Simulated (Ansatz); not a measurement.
MgSe (rock salt, space group No. 225), plane-wave PAW PBEsol (Ansatz code). The conduction-band minimum lies at X, with 3 equivalent valleys. Second derivatives d²E/dk² of the lowest band at one valley (eV·Å²), along Cartesian directions:

| direction | d²E/dk² |
|---|---|
| [100] | 15.69 |
| [010] | 32.48 |
| [001] | 32.48 |
| [110] | 24.09 |
| [101] | 24.09 |
| [011] | 32.44 |

Find the principal effective masses, the density-of-states mass and the conductivity mass.

Off-diagonal terms follow from H_xy = H[110] − (H_xx + H_yy)/2, and m*/mₑ = 7.620 eV·Å² over each eigenvalue: 0.23, 0.23, 0.49. One valley's DOS mass (m₁m₂m₃)^(1/3) = 0.30, conductivity mass 3/(Σ 1/mᵢ) = 0.28 mₑ.

What effective density of states Nc follows at 300 K for parabolic valleys?

Nc = 2.509e19 × 3 × (0.30)^(3/2) ≈ 1.2e19 cm⁻³.

Space group Fm-3m (rock salt). The cell was relaxed with PBEsol under the symmetry of its start. Scalar-relativistic: spin–orbit coupling is off unless named, which matters more the heavier the elements.

Potentials: the later of the program's two PAW sets.

Edges and masses are those of Kohn–Sham bands, whose gap is no quasiparticle gap.
